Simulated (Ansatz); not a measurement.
Data:

Hf₂Cu:
```xyz
3
Lattice="-1.5530 1.5530 5.4289 1.5530 -1.5530 5.4289 1.5530 1.5530 -5.4289" Properties=species:S:1:pos:R:3 pbc="T T T"
Hf     0.0000     0.0000     3.7417
Hf     0.0000     0.0000     7.1162
Cu     0.0000     0.0000     0.0000
```

This is the LDA-relaxed structure.

Problem. All from the program Ansatz at the LDA level (PAW), unless another level is named. Predict the density of states at the Fermi level.

Solution. 0.43 states/eV per atom (mean over ±0.08 eV).

Problem. Next, the formation energy from the elements (no fitted shifts)?

Solution. -157 meV/atom.

Space group I4/mmm (MoSi2 or CaC2 type). The first step of the workflow began from a Materials Project structure, measured or hypothetical; the Crystallography Open Database files this formula in space group No. 139, but the cells were not matched. Whether it is the stable phase at ambient conditions was not checked. Symmetry was held in the LDA relaxation; its stability against distortions is not shown here. The run is not spin-polarised. The references are the lowest solids computed at this level, not always the standard phases. Spin–orbit coupling is left out wherever it is not named.

Potentials: the later of the program's two PAW sets.
